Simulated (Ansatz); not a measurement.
W$_{2}$N in space group P4/mmm (No. 123; W on 1a, W on 1d, N on 1c) under volume change, PBE (plane waves, PAW; program Ansatz), shape and atoms relaxed at each volume.

```tsv
V (Å³/atom)	E − E(relaxed) (meV/atom)	P (GPa)
11.312	126.7	39.53
11.685	53.1	24.14
12.058	12.5	11.08
12.431	0.0	0.00
12.804	11.2	-9.40
13.177	42.6	-17.37
13.550	91.2	-24.12
```

**Question.** What does a third-order Birch–Murnaghan fit give for V₀, B₀ and B′?

**Answer.** V₀ = 12.43 Å³/atom, B₀ = 339 GPa, B′ = 4.5.

The cell is a constructed one: a structure type filled with these elements; neither database checked (COD, Materials Project) lists it. Its standing as an ambient phase is unchecked. The cell was relaxed with PBE under the symmetry of its start; its stability against distortions is not shown here. The run is not spin-polarised. Spin–orbit coupling is left out wherever it is not named.

Potentials: the later of the program's two PAW sets.
